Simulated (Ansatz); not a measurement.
Relaxed-ion elastic tensor of AlPt3C (anti-perovskite, Pm-3m) in GPa (Voigt order), r²SCAN (plane waves, PAW; program Ansatz); density 14.48 g/cm³, 14.32 Å³ per atom.

```csv
,1,2,3,4,5,6
1,312,176,176,0.0,0.0,0.0
2,176,312,176,0.0,0.0,0.0
3,176,176,312,0.0,0.0,0.0
4,0.0,0.0,0.0,-14.7,0.0,0.0
5,0.0,0.0,0.0,0.0,-14.7,0.0
6,0.0,0.0,0.0,0.0,0.0,-14.7
```

Problem. Is the crystal mechanically stable?

Solution. No: the smallest eigenvalue of C is -14.7 GPa.

The start of the workflow was typed in or built on a structure type; neither database checked (COD, Materials Project) lists it. Whether it is the stable phase at ambient conditions was not checked. The r²SCAN relaxation kept the symmetry of its start. At this level the phase is mechanically unstable. The run is not spin-polarised. Its formation energy is positive at this level, so the cell may be metastable or incomplete. As this level gives no gap, shear constants depend on the k-mesh and smearing (Fermi–Dirac, 0.1 eV here). Scalar-relativistic: spin–orbit coupling is off unless named, which matters more the heavier the elements.

Potentials: the later of the program's two PAW sets.
